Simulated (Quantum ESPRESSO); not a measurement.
W3MoSe5S3, one run as intended and one with a planted mistake

Computed values, not a measurement. The program is pw.x of Quantum ESPRESSO 7.5 (plane-wave density functional theory). The cell is made up: 12 atoms on a layered 2H lattice, with randomly drawn elements, strain and displacements, not relaxed. PseudoDojo standard norm-conserving files (v0.5 for PBE, v0.4.1 for LDA and PBEsol) set the functional; there is no spin polarisation, spin-orbit coupling or dispersion term, and the masses in the input are unused placeholders.

Intended input:

```
&control calculation='scf', pseudo_dir='./dojo.nc.sr.pbe.v0_5.standard.upf', outdir='./o', disk_io='low', tprnfor=.true., tstress=.true. /
&system ibrav=0, nat=12, ntyp=4, nbnd=83, ecutwfc=85.99341389, nosym=.true., tot_charge=0,
 occupations='smearing', smearing='fd', degauss=0.0018374661
/
&electrons conv_thr=7.350e-09, electron_maxstep=60, /
ATOMIC_SPECIES
Mo 1.0 Mo.upf
S 1.0 S.upf
Se 1.0 Se.upf
W 1.0 W.upf
CELL_PARAMETERS angstrom
3.2882 0.0362 0.0372
0.0627 5.6331 -0.0027
0.1486 -0.0062 13.321
ATOMIC_POSITIONS angstrom
W 0.0341 1.952 3.3937
W 1.7189 1.0247 10.0191
Mo 1.6976 4.6867 3.4045
W 0.1324 3.7603 9.975
Se 0.0571 1.8292 8.3431
Se 0.1445 1.8463 11.595
Se 1.6289 1.0178 1.7205
S 1.6675 0.8334 4.939
S 1.8044 4.599 8.2109
Se 1.8312 4.7995 11.7146
Se -0.013 3.8336 1.8114
S 0.1113 3.74 5.1032
K_POINTS automatic
7 4 2 1 1 1
```

The log is shortened where brackets say so; the opening notice, blank lines, dates and the lines on written files are dropped, and the path of the files is cut. It prints rydbergs, bohrs and kilobars, and counts compression as positive stress. Where no state is partly filled, the Fermi energy that it prints is only some level between the filled and the empty states on the mesh, and need not lie in the true gap.

Log of the intended run:

```
     Program PWSCF v.7.5
     Parallel version (MPI & OpenMP), running on       4 processor cores
     Number of MPI processes:                 4
     Threads/MPI process:                     1
     [start-up lines left out]
     bravais-lattice index     =            0
     lattice parameter (alat)  =       6.2146  a.u.
     unit-cell volume          =    1664.6806 (a.u.)^3
     number of atoms/cell      =           12
     number of atomic types    =            4
     number of electrons       =       154.00
     number of Kohn-Sham states=           83
     kinetic-energy cutoff     =      85.9934  Ry
     charge density cutoff     =     343.9737  Ry
     scf convergence threshold =      7.3E-09
     mixing beta               =       0.7000
     number of iterations used =            8  plain     mixing
     Exchange-correlation= PBE
                           (   1   4   3   4   0   0   0)
     [axes and pseudopotential details left out]
   Cartesian axes
     site n.     atom                  positions (alat units)
         1        W      tau(   1) = (   0.0103691   0.5935639   1.0319559  )
         2        W      tau(   2) = (   0.5226829   0.3115906   3.0466066  )
         3        Mo     tau(   3) = (   0.5162060   1.4251311   1.0352399  )
         4        W      tau(   4) = (   0.0402602   1.1434315   3.0331967  )
         5        Se     tau(   5) = (   0.0173630   0.5562229   2.5369688  )
         6        Se     tau(   6) = (   0.0439395   0.5614227   3.5258061  )
         7        Se     tau(   7) = (   0.4953157   0.3094925   0.5231694  )
         8        S      tau(   8) = (   0.5070532   0.2534202   1.5018505  )
         9        S      tau(   9) = (   0.5486817   1.3984633   2.4967694  )
        10        Se     tau(  10) = (   0.5568311   1.4594313   3.5621740  )
        11        Se     tau(  11) = (  -0.0039530   1.1657206   0.5508103  )
        12        S      tau(  12) = (   0.0338441   1.1372587   1.5517804  )
     number of k points=    28  Fermi-Dirac smearing, width (Ry)=  0.0018
                       cart. coord. in units 2pi/alat
        k(    1) = (   0.0699525   0.0722257   0.0609718), wk =   0.0714286
        k(    2) = (   0.0713500   0.0721510  -0.0624809), wk =   0.0714286
     [further k points left out]
     Dense  grid:   179371 G-vectors     FFT dimensions: (  40,  64, 150)
     Estimated max dynamical RAM per process >     562.19 MB
     Estimated total dynamical RAM >       2.07 GB
     Initial potential from superposition of free atoms
     starting charge     153.9966, renormalised to     154.0000
     Starting wfcs are   97 randomized atomic wfcs
     total cpu time spent up to now is        7.1 secs
     per-process dynamical memory:   408.0 Mb
     Self-consistent Calculation
     iteration #  1     ecut=    85.99 Ry     beta= 0.70
     Davidson diagonalization with overlap
     ethr =  1.00E-02,  avg # of iterations =  2.0
     Threshold (ethr) on eigenvalues was too large:
     Diagonalizing with lowered threshold
     Davidson diagonalization with overlap
     ethr =  4.80E-04,  avg # of iterations =  2.1
     total cpu time spent up to now is       39.9 secs
     total energy              =   -1874.11715794 Ry
     estimated scf accuracy    <       0.77144215 Ry
     iteration #  2     ecut=    85.99 Ry     beta= 0.70
     Davidson diagonalization with overlap
     ethr =  5.01E-04,  avg # of iterations =  9.2
     total cpu time spent up to now is       66.6 secs
     total energy              =   -1872.33935310 Ry
     estimated scf accuracy    <      23.67464694 Ry
     [iterations 3 to 19 left out]
     iteration # 20     ecut=    85.99 Ry     beta= 0.70
     Davidson diagonalization with overlap
     ethr =  1.02E-11,  avg # of iterations =  6.9
     total cpu time spent up to now is      412.2 secs
     total energy              =   -1874.53461148 Ry
     estimated scf accuracy    <       0.00000002 Ry
     iteration # 21     ecut=    85.99 Ry     beta= 0.70
     Davidson diagonalization with overlap
     ethr =  1.02E-11,  avg # of iterations =  2.3
     total cpu time spent up to now is      427.4 secs
     End of self-consistent calculation
     [lines on levels left out]
     the Fermi energy is    11.8863 ev
!    total energy              =   -1874.53461148 Ry
     estimated scf accuracy    <          5.2E-09 Ry
     smearing contrib. (-TS)   =      -0.00000000 Ry
     internal energy E=F+TS    =   -1874.53461148 Ry
     The total energy is F=E-TS. E is the sum of the following terms:
     one-electron contribution =   -1230.14909408 Ry
     hartree contribution      =     662.49046329 Ry
     xc contribution           =    -381.13318957 Ry
     ewald contribution        =    -925.74279112 Ry
     convergence has been achieved in  21 iterations
     Forces acting on atoms (cartesian axes, Ry/au):
     atom    1 type  4   force =    -0.01705916   -0.05467004    0.07936975
     atom    2 type  4   force =     0.03268695   -0.11457311   -0.07859948
     atom    3 type  1   force =    -0.02613562    0.02077515    0.10076998
     atom    4 type  4   force =     0.01569209    0.04313588   -0.06189954
     atom    5 type  3   force =     0.01794082    0.02236887   -0.04304058
     atom    6 type  3   force =    -0.04283322    0.05150718    0.08172276
     atom    7 type  3   force =     0.01975217   -0.00817300   -0.00101962
     atom    8 type  2   force =    -0.00152184    0.06584673   -0.01528651
     atom    9 type  2   force =    -0.00436665    0.03059827    0.11842729
     atom   10 type  3   force =    -0.01940878   -0.03314264   -0.01654686
     atom   11 type  3   force =     0.04315664   -0.02049667   -0.08986117
     atom   12 type  2   force =    -0.01790340   -0.00317663   -0.07403602
     Total force =     0.314532     Total SCF correction =     0.000339
     Computing stress (Cartesian axis) and pressure
          total   stress  (Ry/bohr**3)                   (kbar)     P=        8.20
   0.00004444  -0.00016819  -0.00029998            6.54      -24.74      -44.13
  -0.00016819   0.00009563   0.00008316          -24.74       14.07       12.23
  -0.00029998   0.00008316   0.00002716          -44.13       12.23        4.00
     init_run     :      6.75s CPU      7.07s WALL (       1 calls)
     electrons    :    412.57s CPU    420.29s WALL (       1 calls)
     forces       :      3.16s CPU      3.21s WALL (       1 calls)
     stress       :     10.61s CPU     10.86s WALL (       1 calls)
     [timing details left out]
     PWSCF        :   7m13.23s CPU   7m21.70s WALL
     JOB DONE.
```

A second run has one planted mistake: two atoms have their elements exchanged. The input lines that differ, file-writing options aside:

```
- W 1.7189 1.0247 10.0191
+ Mo 1.7189 1.0247 10.0191
- Mo 1.6976 4.6867 3.4045
+ W 1.6976 4.6867 3.4045
```

Its log:

```
     Program PWSCF v.7.5
     Parallel version (MPI & OpenMP), running on       4 processor cores
     Number of MPI processes:                 4
     Threads/MPI process:                     1
     [start-up lines left out]
     bravais-lattice index     =            0
     lattice parameter (alat)  =       6.2146  a.u.
     unit-cell volume          =    1664.6806 (a.u.)^3
     number of atoms/cell      =           12
     number of atomic types    =            4
     number of electrons       =       154.00
     number of Kohn-Sham states=           83
     kinetic-energy cutoff     =      85.9934  Ry
     charge density cutoff     =     343.9737  Ry
     scf convergence threshold =      7.3E-09
     mixing beta               =       0.7000
     number of iterations used =            8  plain     mixing
     Exchange-correlation= PBE
                           (   1   4   3   4   0   0   0)
     [axes and pseudopotential details left out]
   Cartesian axes
     site n.     atom                  positions (alat units)
         1        W      tau(   1) = (   0.0103691   0.5935639   1.0319559  )
         2        Mo     tau(   2) = (   0.5226829   0.3115906   3.0466066  )
         3        W      tau(   3) = (   0.5162060   1.4251311   1.0352399  )
         4        W      tau(   4) = (   0.0402602   1.1434315   3.0331967  )
         5        Se     tau(   5) = (   0.0173630   0.5562229   2.5369688  )
         6        Se     tau(   6) = (   0.0439395   0.5614227   3.5258061  )
         7        Se     tau(   7) = (   0.4953157   0.3094925   0.5231694  )
         8        S      tau(   8) = (   0.5070532   0.2534202   1.5018505  )
         9        S      tau(   9) = (   0.5486817   1.3984633   2.4967694  )
        10        Se     tau(  10) = (   0.5568311   1.4594313   3.5621740  )
        11        Se     tau(  11) = (  -0.0039530   1.1657206   0.5508103  )
        12        S      tau(  12) = (   0.0338441   1.1372587   1.5517804  )
     number of k points=    28  Fermi-Dirac smearing, width (Ry)=  0.0018
                       cart. coord. in units 2pi/alat
        k(    1) = (   0.0699525   0.0722257   0.0609718), wk =   0.0714286
        k(    2) = (   0.0713500   0.0721510  -0.0624809), wk =   0.0714286
     [further k points left out]
     Dense  grid:   179371 G-vectors     FFT dimensions: (  40,  64, 150)
     Estimated max dynamical RAM per process >     562.19 MB
     Estimated total dynamical RAM >       2.07 GB
     Initial potential from superposition of free atoms
     starting charge     153.9966, renormalised to     154.0000
     Starting wfcs are   97 randomized atomic wfcs
     total cpu time spent up to now is        8.0 secs
     per-process dynamical memory:   408.0 Mb
     Self-consistent Calculation
     iteration #  1     ecut=    85.99 Ry     beta= 0.70
     Davidson diagonalization with overlap
     ethr =  1.00E-02,  avg # of iterations =  2.0
     Threshold (ethr) on eigenvalues was too large:
     Diagonalizing with lowered threshold
     Davidson diagonalization with overlap
     ethr =  4.10E-04,  avg # of iterations =  2.6
     total cpu time spent up to now is       43.6 secs
     total energy              =   -1874.20059743 Ry
     estimated scf accuracy    <       0.66324346 Ry
     iteration #  2     ecut=    85.99 Ry     beta= 0.70
     Davidson diagonalization with overlap
     ethr =  4.31E-04,  avg # of iterations =  9.5
     total cpu time spent up to now is       72.8 secs
     total energy              =   -1872.93475912 Ry
     estimated scf accuracy    <      15.20048922 Ry
     [iterations 3 to 19 left out]
     iteration # 20     ecut=    85.99 Ry     beta= 0.70
     Davidson diagonalization with overlap
     ethr =  1.28E-11,  avg # of iterations =  4.0
     total cpu time spent up to now is      416.7 secs
     total energy              =   -1874.54055591 Ry
     estimated scf accuracy    <       0.00000001 Ry
     iteration # 21     ecut=    85.99 Ry     beta= 0.70
     Davidson diagonalization with overlap
     ethr =  8.43E-12,  avg # of iterations =  3.8
     total cpu time spent up to now is      432.9 secs
     End of self-consistent calculation
     [lines on levels left out]
     the Fermi energy is    11.9530 ev
!    total energy              =   -1874.54055591 Ry
     estimated scf accuracy    <          5.1E-09 Ry
     smearing contrib. (-TS)   =      -0.00000000 Ry
     internal energy E=F+TS    =   -1874.54055591 Ry
     The total energy is F=E-TS. E is the sum of the following terms:
     one-electron contribution =   -1230.18017955 Ry
     hartree contribution      =     662.51814683 Ry
     xc contribution           =    -381.13573207 Ry
     ewald contribution        =    -925.74279112 Ry
     convergence has been achieved in  21 iterations
     Forces acting on atoms (cartesian axes, Ry/au):
     atom    1 type  4   force =    -0.01708941   -0.05932649    0.07931884
     atom    2 type  1   force =     0.03011843   -0.10384452   -0.07272201
     atom    3 type  4   force =    -0.02973118    0.02431817    0.11124208
     atom    4 type  4   force =     0.01561448    0.03872030   -0.06206986
     atom    5 type  3   force =     0.01654201    0.02177635   -0.03337589
     atom    6 type  3   force =    -0.03896737    0.04776889    0.06977276
     atom    7 type  3   force =     0.01986921   -0.00848119   -0.00281461
     atom    8 type  2   force =    -0.00162221    0.06680079   -0.01186128
     atom    9 type  2   force =    -0.00435179    0.02654529    0.11707126
     atom   10 type  3   force =    -0.01924724   -0.03102153   -0.01855391
     atom   11 type  3   force =     0.04764354   -0.02343923   -0.10200104
     atom   12 type  2   force =    -0.01877846    0.00018317   -0.07400634
     Total force =     0.311927     Total SCF correction =     0.000324
     Computing stress (Cartesian axis) and pressure
          total   stress  (Ry/bohr**3)                   (kbar)     P=        7.39
   0.00003325  -0.00016822  -0.00030040            4.89      -24.75      -44.19
  -0.00016822   0.00009881   0.00010448          -24.75       14.54       15.37
  -0.00030040   0.00010448   0.00001871          -44.19       15.37        2.75
     init_run     :      7.63s CPU      7.95s WALL (       1 calls)
     electrons    :    416.34s CPU    424.94s WALL (       1 calls)
     forces       :      3.23s CPU      3.29s WALL (       1 calls)
     stress       :     10.50s CPU     10.80s WALL (       1 calls)
     [timing details left out]
     PWSCF        :   7m17.84s CPU   7m27.25s WALL
     JOB DONE.
```

|  | intended run | run with the mistake |
| --- | --- | --- |
| free energy (eV) | -25504.343 | -25504.424 |
| smearing term -TS (eV) | 0.0000 | 0.0000 |
| pressure (GPa) | 0.82 | 0.74 |
| largest force component (eV/Å) | 3.045 | 3.010 |
| largest change of a force component (eV/Å) |  | 0.312 |
| iterations | 21 | 21 |

For scale, a rerun of the intended cell at a cutoff of 1467 eV and k mesh 9 x 6 x 4 moved values by no more than 0.003 eV in energy, 0.03 GPa in stress and 0.005 eV/Å in force.